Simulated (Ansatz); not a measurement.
In₂O₃:
```yaml
crystal:
  lattice:
    - [5.04051, 3.30454, 0.00000]
    - [-5.04051, 3.30454, 0.00000]
    - [-2.54652, 0.00000, 5.29512]
  atoms:
    - { symbol: In, position: [0.55952, 0.23509, 0.09532] }
    - { symbol: In, position: [0.76491, 0.44048, 0.59532] }
    - { symbol: In, position: [0.23509, 0.55952, 0.40468] }
    - { symbol: In, position: [0.44048, 0.76491, 0.90468] }
    - { symbol: O, position: [0.69291, 0.11791, 0.87815] }
    - { symbol: O, position: [0.88209, 0.30709, 0.37815] }
    - { symbol: O, position: [0.45950, 0.45950, 0.25000] }
    - { symbol: O, position: [0.54050, 0.54050, 0.75000] }
    - { symbol: O, position: [0.11791, 0.69291, 0.62185] }
    - { symbol: O, position: [0.30709, 0.88209, 0.12185] }
```

Plane-wave PAW r²SCAN (Ansatz code) gives a gap of 1.74 eV without spin–orbit coupling, maximum off the standard path, at k = (0.146, -0.146, -0.094) in fractions of the reciprocal vectors, minimum at Γ.

Q: What happens when spin–orbit coupling is switched on?

A: The gap stays essentially unchanged, to 1.74 eV; maximum off the standard path, at k = (0.146, -0.146, -0.094) in fractions of the reciprocal vectors, minimum at Γ.

Q: Give the electron effective mass with spin–orbit coupling.

A: 0.27, 0.30, 0.30 mₑ (principal values).

Q: Give the hole effective mass with spin–orbit coupling.

A: 1.9, 2.1, 7.7 mₑ (principal values).

Space group C2/c. The start of the workflow was typed in or built on a structure type; neither database checked (COD, Materials Project) lists it. It is not the phase usual at ambient conditions (space group No. 206). The r²SCAN relaxation kept the symmetry of its start; its stability against distortions is not shown here.

Potentials: the earlier of the program's two PAW sets. The files were generated under PBE; for other functionals the program regenerates the frozen cores, and for LDA and PBEsol the local potential too.
